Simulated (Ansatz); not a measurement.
According to DFT-LDA in the program Ansatz with PAW potentials, CsSnBr3 in the cubic perovskite structure (Pm-3m) relaxes to a = 5.654 Å. Cs has 12 nearest neighbours from 4.00 Å (cuboctahedral); Sn has 6 nearest neighbours from 2.83 Å (octahedral). Its formation energy from the elements is -1.20 eV/atom, with no fitted shifts.

Electronic character: no gap, with almost no states at the Fermi level (zero-gap or semimetallic).

An equation-of-state fit gives a bulk modulus of 260 kbar. The relaxed-ion elastic constants in GPa are C11 = 63.2, C12 = 8.2, C44 = 4.7. The elastic constants imply a Debye temperature near 153 K. The highest mode at Γ lies at 3.10 THz.

The cell was relaxed with LDA under the symmetry of its start; of distortions, only those at the zone centre were tested. As this level gives no gap, shear constants depend on the k-mesh and smearing (Fermi–Dirac, 0.1 eV here). As this level gives no gap, phonon frequencies hold no LO–TO term and depend on the k-mesh and smearing (Fermi–Dirac, 0.1 eV here). The references are the lowest solids computed at this level, not always the standard phases. Scalar-relativistic: spin–orbit coupling is off unless named, which matters more the heavier the elements.

Potentials: the later of the program's two PAW sets.
